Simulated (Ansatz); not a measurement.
**SrAuSi3: pressure against volume**

SrAuSi3, I4mm, a = 4.405 Å, c = 9.804 Å. The structure is a Materials Project entry; whether it is the stable form wasn't checked. Ansatz: PBEsol, PAW, 420 eV, Γ-centred 12×12×12 mesh on 5 atoms, Gaussian smearing 0.10 eV; no spin polarisation. Shape and atoms are relaxed at each volume; pressure is positive in compression.

```tsv
V (Å³/atom)	P (GPa)
16.744	15.67
17.315	10.72
17.886	6.53
18.457	2.98
19.028	-0.01
19.598	-2.54
20.169	?
20.930	-6.95
```

**Question.** Take V0 = 19.028 Å³/atom, count pressures from its P0 = -0.01 GPa, fit the third-order Birch–Murnaghan form to the other rows, and predict the missing pressure.

**Answer.** With the Eulerian strain f = ½[(V0/V)^(2/3) − 1] and y = (P − P0)/[3f(1 + 2f)^(5/2)], the form is the line y = B0 + 1.5 B0 (B0′ − 4) f. Rows (f, y): 0.04449, 94.9; 0.03246, 94.2; 0.02106, 93.4; 0.01026, 92.3; -0.00974, 90.9; -0.03077, 88.1. Means f = 0.01129, y = 92.300; Σ(Δf)² = 0.003858, ΣΔfΔy = 0.3434; the slope is their ratio. y = 91.29 + 89.00 f GPa, so B0 = 91.3 GPa and B0′ = 4 + 2 × (89.00)/(3 × 91.29) = 4.65. At V = 20.169, f = -0.01904, y = 89.60 and P = -4.65 GPa. The run gave -4.66 GPa, so the fit is 0.01 GPa too high, within the rms miss on the fitted rows (0.03 GPa).

Spin–orbit coupling is left out, which can shift energies with elements as heavy as these.